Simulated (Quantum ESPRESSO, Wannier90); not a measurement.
# Wannierisation of PbS (Cmcm)

```
begin unit_cell_cart
ang
    4.1599100000    0.0000000000    0.0000000000
    0.0000000000    0.0000000000   -4.2793200000
   -2.0799550000    5.9912950000    0.0000000000
end unit_cell_cart
begin atoms_frac
Pb   0.1305600000  0.2500000000  0.2611200000
Pb  -0.1305600000 -0.2500000000 -0.2611200000
S    0.3548000000  0.2500000000 -0.2904000000
S   -0.3548000000 -0.2500000000  0.2904000000
end atoms_frac
```

Materials Project entry mp-1018115; symmetrised, unrelaxed at this level. Not found in the COD (Crystallography Open Database) copy used, which has the formula in other groups; not checked further. Method: PBEsol plane waves in Quantum ESPRESSO 7.5 (PseudoDojo norm-conserving files, 45 Ry, spinors with spin-orbit coupling), Bloch states on a 6×6×6 mesh through Γ, Wannier90 4.0.1. Density: 8×8×8 mesh, Gaussian smearing 0.01 Ry.

Bands 29-40 form an isolated set from -4.55 to -0.01 eV relative to the valence-band maximum (on the path) and are turned into 12 Wannier functions by minimising the spread from the start: atomic waves S 3p.

Centres (Cartesian, Å; one of the equivalent choices) and spreads:

```tsv
n	x	y	z	spread (Å²)	nearest atom
1	2.080	-2.487	-1.070	4.448	S3
2	2.080	-1.745	-1.070	4.835	S3
3	2.080	-1.745	-1.070	4.835	S3
4	2.080	-2.487	-1.070	4.448	S3
5	2.080	-1.742	-1.070	4.735	S3
6	2.080	-1.742	-1.070	4.735	S3
7	-2.080	2.487	1.070	4.448	S4
8	-2.080	1.745	1.070	4.835	S4
9	-2.080	1.745	1.070	4.835	S4
10	-2.080	2.487	1.070	4.448	S4
11	-2.080	1.742	1.070	4.735	S4
12	-2.080	1.742	1.070	4.735	S4
```

Ω_I = 53.84 Å², Ω_total = 56.07 Å²; the interpolated bands follow pw.x to 16 meV rms on the path. Only this start was tried; a symmetric start can stop on a saddle, and mixtures of these functions could lower the total by at most Ω_total − Ω_I.
